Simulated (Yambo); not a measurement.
G0W0@LDA for RbCdF3 (cubic perovskite, space group Pm-3m, No. 221) in Yambo. Reference settings: 4×4×4 Γ-centred k mesh, bands 5 to 132 and a 7 Ry block in the screening, 132 bands in G with the Bruneval-Gonze terminator, plasmon pole fitted at 27.2 eV. The LDA gap R → Γ on this mesh is 2.92 eV; G0W0 gaps are taken between the same points.

Gap (R → Γ) in eV against the number of bands and the screening block, terminator on:

| bands (W and G) | 2 Ry | 3 Ry | 4 Ry | 6 Ry | 7 Ry |
|---|---|---|---|---|---|
| 41 | 8.113 | 7.628 | 7.569 | 7.465 | 7.449 |
| 57 | 7.637 | 7.103 | 7.042 | 6.944 | 6.932 |
| 78 | 7.339 | 6.765 | 6.704 | 6.625 | 6.616 |
| 105 | 7.210 | 6.592 | 6.529 | 6.455 | 6.445 |
| 132 | 7.144 | 6.502 | 6.438 | 6.370 | 6.362 |

Rough cost of the Yambo step against the reference (shared machines):

```json
[
 {"bands (W and G)": "41", "2 Ry": "1/6", "3 Ry": "1/6", "4 Ry": "1/6", "6 Ry": "1/5", "7 Ry": "1/5"},
 {"bands (W and G)": "57", "2 Ry": "1/4", "3 Ry": "1/4", "4 Ry": "1/4", "6 Ry": "1/4", "7 Ry": "1/3"},
 {"bands (W and G)": "78", "2 Ry": "1/2", "3 Ry": "1/2", "4 Ry": "1/3", "6 Ry": "1/2", "7 Ry": "1/2"},
 {"bands (W and G)": "105", "2 Ry": "~1", "3 Ry": "~1", "4 Ry": "~1", "6 Ry": "~1", "7 Ry": "~1"},
 {"bands (W and G)": "132", "2 Ry": "~1", "3 Ry": "~1", "4 Ry": "~1", "6 Ry": "~1", "7 Ry": "1"}
]
```

At the largest block the last step in bands moves the gap by -0.083 eV; at the most bands the last step in the block moves it by -0.008 eV.

Spin-orbit splittings are left out. The cell is held in this high symmetry; tilts and polar distortions were not searched.

Geometry of the Materials Project entry, not relaxed at this level; primitive cell a = 4.4250 Å, b = 4.4250 Å, c = 4.4250 Å, α = 90.00°, β = 90.00°, γ = 90.00°.

The structure is a Materials Project entry; no match was found in the copy of COD used, and its stability was not checked.
